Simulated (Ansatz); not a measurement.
GaAs:
```
GaAs
1.0
    7.08690     0.00000     0.00000
    0.00000     7.08690     0.00000
    0.00000     0.00000     7.08690
Ga As
6 6
Direct
  0.25000   0.00000   0.50000
  0.50000   0.25000   0.00000
  0.50000   0.75000   0.00000
  0.75000   0.00000   0.50000
  0.00000   0.50000   0.75000
  0.00000   0.50000   0.25000
  0.25000   0.50000   0.00000
  0.00000   0.25000   0.50000
  0.00000   0.75000   0.50000
  0.75000   0.50000   0.00000
  0.50000   0.00000   0.75000
  0.50000   0.00000   0.25000
```

Relaxed with PBE. Special points in fractions of this cell's reciprocal vectors: Γ (0.000, 0.000, 0.000); X (0.000, 0.500, 0.000); M (0.500, 0.500, 0.000); R (0.500, 0.500, 0.500).

Q: List the band energies nearest the Fermi level at these points for plane-wave PAW PBE (Ansatz code).

A: In eV from the Fermi level; about four levels below and three above (degenerate sets whole), none deeper than 8.9 eV; points with the same levels are listed once.

```
k                    below                          above
-  -----------------------  -----------------------------
Γ  -0.03 -0.03 -0.03 -0.02                 0.85 0.85 0.85
X  -0.90 -0.90 -0.36 -0.36            0.78 0.78 2.08 2.08
M  -1.17 -1.17 -0.89 -0.40                 1.63 1.63 2.13
R  -1.57 -1.57 -1.57 -1.57  2.81 2.81 2.81 2.81 2.81 2.81
```

Space group Pm-3n. The start of the workflow was typed in or built on a structure type; neither database checked (COD, Materials Project) lists it. It is not the phase usual at ambient conditions (space group No. 216). The PBE relaxation kept the symmetry of its start; its stability against distortions is not shown here. The volume moved by 27 % from the start of the relaxation. The Fermi level of a semimetal is unsure by some 0.05 eV on such meshes. Spin–orbit coupling is left out wherever it is not named.

Potentials: the earlier of the program's two PAW sets.
